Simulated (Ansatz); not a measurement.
Input and command of a plane-wave DFT calculation in Ansatz:

```yaml
crystal:
  lattice:
    - [4.06, -4.06, 0.0]
    - [4.06, 0.0, 4.06]
    - [0.0, -4.06, 4.06]
  atoms:
    - { symbol: Ti, position: [0.5, 0.0261246348, -0.0261246348] }
    - { symbol: Ti, position: [0.5, 0.0, 0.5] }
    - { symbol: Ti, position: [0.5, 0.5, 0.0] }
    - { symbol: Ti, position: [0.5, 0.5, 0.5] }
    - { symbol: Ti, position: [0.0, 0.0, 0.0] }
    - { symbol: Ti, position: [0.0, 0.0, 0.5] }
    - { symbol: Ti, position: [0.0, 0.5, 0.0] }
    - { symbol: Ti, position: [0.0, 0.5, 0.5] }
basis:
  ecutwfc: 420
kpoints:
  mp_grid: { grid: [10, 10, 10] }
hamiltonian:
  xc: pbesol
scf:
  occupations: { method: gaussian, width: 0.15 }
output:
  forces: true
  stress: true
  eigenvalues: true
```

```bash
ansatz run input.yaml --threads 2 --pin off --max-ram 5120MiB --backend cpu --events-out ev --progress --plain --runs-dir out
```

Processor: Intel(R) Xeon(R) 6975P-C (Granite Rapids), 2 threads, on a host shared with other jobs.

Question: How long does it run, and how much memory does it take?

Answer: About 25 s on 2 threads of Intel(R) Xeon(R) 6975P-C (Granite Rapids), on a shared host, peak memory 1.1 GiB. It solves 58 bands at 171 k points (the mesh reduced by symmetry) with about 2685 plane waves, in 6 SCF iterations.
